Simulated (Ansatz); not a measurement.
Bcc Ga (210), 5 layers, DFT, PBEsol, PAW with Ansatz's default frozen-core files, scalar-relativistic (Ansatz 0.2.0), on 2 threads of Arm Neoverse V1 (shared host).

Command: `ansatz run input.yaml --threads 2 --pin off --max-ram 4096MiB --backend cpu --events-out ev --progress --plain --runs-dir out`

```yaml
crystal:
  lattice:
    - [7.3787257393, 0.0, 0.0]
    - [0.0, 3.2998664681, 0.0]
    - [0.0, 0.0, 18.9515]
  atoms:
    - { symbol: Ga, position: [0.1, 0.0, 0.4221304304] }
    - { symbol: Ga, position: [0.8, 0.5, 0.4610652152] }
    - { symbol: Ga, position: [0.5, 0.0, 0.5] }
    - { symbol: Ga, position: [0.2, 0.5, 0.5389347848] }
    - { symbol: Ga, position: [0.9, 0.0, 0.5778695696] }
kpoints:
  mp_grid: { grid: [6, 12, 1] }
scf:
  occupations: { method: fermi_dirac, width: 0.1 }
hamiltonian:
  xc: pbesol
  pseudopotentials: { kind: paw }
output:
  forces: true
  stress: true
  eigenvalues: true
  populations: true
efield:
  axis: 3
  amplitude: 0
  dipole_correction: true
```

Q: How large is the problem that the program sets up?

A: 28 irreducible k-points, 9121 plane waves at Γ, 39 bands.

Q: About how long does it take, and how much memory?

A: 37 s of wall time for 7 SCF iterations, with a peak of 0.74 GiB. Times on shared machines scatter by tens of per cent.
